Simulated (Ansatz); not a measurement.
NiO: energy against the spiral's wave vector, calculated with Ansatz

Space group Fm-3m (No. 225), 2 atoms in the cell of the first input below: a = 2.958 Å, b = 2.958 Å, c = 2.958 Å, α = 60.00°, β = 60.00°, γ = 60.00°.

The structure is a measured one, not always of the ambient phase, taken without relaxation (pressure -7.9 GPa with this functional, without spin–orbit coupling). Functional: LDA+U (Ni 4.2 eV).

Each state is solved self-consistently from atoms in the crystal's own cell, by the generalised Bloch theorem and without spin–orbit coupling. One of the inputs (q = (0.500, 0.000, 0.500)); the others differ in the wave vector alone:

```yaml
crystal:
  lattice:
    - [0.0, 2.0913095126, 2.0913095126]
    - [2.0913095126, 0.0, 2.0913095126]
    - [2.0913095126, 2.0913095126, 0.0]
  atoms:
    - { symbol: Ni, position: [0.0, 0.0, 0.0], spin: 1.81, spin_axis: [1.0, 0.0, 0.0] }
    - { symbol: O, position: [0.5, 0.5, 0.5] }
basis:
  ecutwfc: 420
  ecutrho_ratio: 4
kpoints:
  mp_grid: { grid: [12, 12, 12] }
hamiltonian:
  xc: lda
  hubbard: { sites: [{ species: Ni, l: d, u_eff: 4.2 }] }
scf:
  occupations: { method: gaussian, width: 0.05 }
  lower_state_search: "off"
output:
  forces: true
  stress: false
  eigenvalues: true
  populations: true
  hubbard: { sites: [{ species: Ni, l: d }] }
magnetization:
  noncollinear: true
  spin_orbit: false
  spin_spiral: { q: [0.5, 0.0, 0.5] }
```

```bash
ansatz run input.yaml --threads 4 --pin off --max-ram 9216MiB --backend cpu --events-out ev --progress --plain --runs-dir out
```

Time: 3.2 min on 4 threads of Arm Neoverse V2 (shared host), peak memory 3.2 GiB.

**Question.** Rank these by energy, lowest first (extrapolated to zero smearing, counted from the spiral at q = 0, meV per cell).
A. q = (0.500, 0.000, 0.500)
B. q = (0.000, 0.000, 0.000)
C. q = (0.625, 0.250, 0.625)

**Answer.** C (-48.86), B (0.00), A (25.20).

| order | meV per cell | largest spin moment, Gaussian weights (μB) | gap on the mesh (eV) |
| --- | --- | --- | --- |
| q = (0.000, 0.000, 0.000) | 0.00 | 1.68 | 0.70 |
| q = (0.500, 0.000, 0.500) | 25.20 | 1.67 | 0.72 |
| q = (0.625, 0.250, 0.625) | -48.86 | 1.61 | 1.26 |

The spin moment changes by 4 % over these states. 5 further states did not converge in the time given: q = (0.250, 0.000, 0.250), q = (0.312, 0.125, 0.312), q = (0.188, 0.188, 0.375), q = (0.125, 0.000, 0.125), q = (0.375, 0.000, 0.375).

Caveats: each run may end in a state that is not the lowest; only the orders listed are compared, and the order found in nature may be another, or none.
